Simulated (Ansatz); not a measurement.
Mg₂Ge (anti-fluorite)

```
CELL_PARAMETERS angstrom
      0.00000     3.21062     3.21062
      3.21062     0.00000     3.21062
      3.21062     3.21062     0.00000
ATOMIC_POSITIONS crystal
  Ge 0.00000 0.00000 0.00000
  Mg 0.25000 0.25000 0.25000
  Mg 0.75000 0.75000 0.75000
```

Grid over V/V₀ and (c/a)/(c/a)₀, subscript 0 meaning the relaxed cell; the conventional c axis lies along z; no internal relaxation.

All values below come from PBE (plane waves to 420 eV, PAW, scalar-relativistic; Ansatz, a quantum-chemistry and plane-wave program). k mesh 9×9×9 (Γ-centred), Fermi-Dirac smearing 0.05 eV. E stands for the smeared free energy. As the smearing reaches across the gap at some points, the response to shear is sensitive to the k mesh, so small differences along c/a are uncertain. Mg2Ge was relaxed with its symmetry unable to fall. The last digit holds for this mesh only.

Changes of ΔE (meV/atom) from the point V/V₀ = 1.000, (c/a)/(c/a)₀ = 1.000 when one coordinate moves alone (two changes are said to add if the coupling is within 5 % of the smaller one, nearly so within 20 %):

```tsv
point	change
V/V₀ = 1.000, (c/a)/(c/a)₀ = 0.880	61.0
V/V₀ = 1.000, (c/a)/(c/a)₀ = 0.920	26.5
V/V₀ = 1.000, (c/a)/(c/a)₀ = 0.960	6.5
V/V₀ = 0.920, (c/a)/(c/a)₀ = 1.000	25.2
V/V₀ = 0.947, (c/a)/(c/a)₀ = 1.000	10.7
V/V₀ = 0.973, (c/a)/(c/a)₀ = 1.000	2.5
V/V₀ = 1.027, (c/a)/(c/a)₀ = 1.000	2.3
V/V₀ = 1.053, (c/a)/(c/a)₀ = 1.000	8.9
V/V₀ = 1.080, (c/a)/(c/a)₀ = 1.000	19.2
V/V₀ = 1.000, (c/a)/(c/a)₀ = 1.040	6.1
V/V₀ = 1.000, (c/a)/(c/a)₀ = 1.080	23.8
V/V₀ = 1.000, (c/a)/(c/a)₀ = 1.120	51.7
```

### Question
Do the two effects add at V/V₀ = 0.920, (c/a)/(c/a)₀ = 1.120? Give the computed change.

### Answer
The sum of the single changes is 25.2 + (51.7) = 76.9; the calculation gives 78.7, so the coupling contributes 1.8 (under 20 % of the smaller single change, nearly additive).

(A scan under strain: stresses follow from slopes of the energy per volume, elastic moduli from its curvatures.)
